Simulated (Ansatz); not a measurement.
Relaxed MoSi$_{2}$ (MoSi2 type, space group I4/mmm):

```xyz
3
Lattice="-1.6085 1.6085 3.9366 1.6085 -1.6085 3.9366 1.6085 1.6085 -3.9366" Properties=species:S:1:pos:R:3 pbc="T T T"
Mo     0.0000     0.0000     0.0000
Si     0.0000     0.0000     2.6384
Si     0.0000     0.0000     5.2348
```

These are PBE (plane waves to 420 eV, PAW, scalar-relativistic; Ansatz, a quantum-chemistry and plane-wave program) values and carry that method's errors. k mesh 16×16×16 (Γ-centred), Fermi-Dirac smearing 0.05 eV. With partly filled bands, energies and forces of such displacements shift with the k mesh and the smearing. MoSi2 is run without spin polarisation. MoSi2 was relaxed with its symmetry unable to fall. The PAW data are Ansatz's earlier set.

One atom of the cell was then moved (with its periodic images), all else fixed, and the forces (eV/Å) came out as:

```tsv
atom	Fx	Fy	Fz
Mo1	-1.822	0.000	0.000
Si2	0.911	0.000	-0.210
Si3	0.911	0.000	0.210
```

### Question
Which atom was moved, and by which vector (Å)?

### Answer
Mo1, by (0.20, 0.00, 0.00), 0.20 Å in all.

(A displaced cell: forces are minus the slopes of the energy, force constants its curvatures, and phonons follow from these.)
